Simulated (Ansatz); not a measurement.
## Si$_{4}$C$_{3}$: zone-centre modes

These are results of Ansatz 0.2.0, DFT PBE, scalar-relativistic, plane waves, PAW, not measurements. Plane waves to 420 eV; Γ-centred k mesh 12×12×2; Gaussian smearing of 0.10 eV. No spin polarisation. Phonons by linear response, acoustic sum rule imposed.

Equilibrium structure at this level:
```xyz
14
Lattice="3.1376 0.0000 0.0000 -1.5688 2.7172 0.0000 0.0000 0.0000 18.8084" Properties=species:S:1:pos:R:3 pbc="T T T"
Si    1.5688    0.9057    4.9744
Si    0.0000    1.8115    2.4581
Si    0.0000    0.0000   18.7571
Si    0.0000    1.8115   15.0571
Si    1.5688    0.9057   12.5256
Si    0.0000    0.0000    7.4881
Si    0.0000    1.8115   10.0012
Si    0.0000    1.8115   17.4262
C     0.0000    1.8115    4.3476
C     0.0000    0.0000    1.8417
C     1.5688    0.9057   14.4488
C     0.0000    1.8115   11.9110
C     1.5688    0.9057    6.8685
C     0.0000    0.0000    9.3895
```

It was reached by relaxing an invented guess, and it needn't be the stable form of this composition. In a metal, frequencies depend on the k mesh and the smearing, soft modes most.

**Question.** Is this structure stable against zone-centre distortions?

**Answer.** Yes, at Γ: no optical mode is imaginary. Strains and other wave vectors aren't tested by this run.

**Question.** List the optical modes at Γ (i marks imaginary ones).

**Answer.**
| frequency (cm⁻¹) | degeneracy |
| --- | --- |
| 77 | 2 |
| 104 | 2 |
| 152 | 2 |
| 192 | 2 |
| 205 | 1 |
| 216 | 1 |
| 226 | 2 |
| 250 | 2 |
| 385 | 1 |
| 403 | 1 |
| 437 | 2 |
| 512 | 1 |
| 544 | 1 |
| 593 | 1 |
| 711 | 2 |
| 724 | 2 |
| 727 | 2 |
| 728 | 1 |
| 735 | 2 |
| 742 | 2 |
| 749 | 2 |
| 785 | 1 |
| 809 | 1 |
| 820 | 1 |
| 849 | 1 |
| 855 | 1 |
